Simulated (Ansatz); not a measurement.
Here is the system:

GaAs in space group P4_2/mmc (No. 131; Ga on 2c, As on 2e), a = b = 3.8141 Å, c = 6.8001 Å, α = β = γ = 90.00°.

This is the PBE-relaxed structure.

**Question.** All from PBE (plane waves, PAW; program Ansatz), unless another level is named. Predict the electronic character.

**Answer.** metallic (no gap).

**Question.** Next, the formation energy from the elements (no fitted shifts)?

**Answer.** 0.20 eV/atom.

**Question.** What about the density of states at the Fermi level?

**Answer.** 0.58 states/eV per atom (mean over ±0.08 eV).

A made-up cell: these elements were put on the sites of a structure type; neither database checked (COD, Materials Project) lists it. It is not the phase usual at ambient conditions (space group No. 216). Symmetry was held in the PBE relaxation; its stability against distortions is not shown here. The references are the lowest solids computed at this level, not always the standard phases. Scalar-relativistic: spin–orbit coupling is off unless named, which matters more the heavier the elements.

Potentials: the later of the program's two PAW sets.
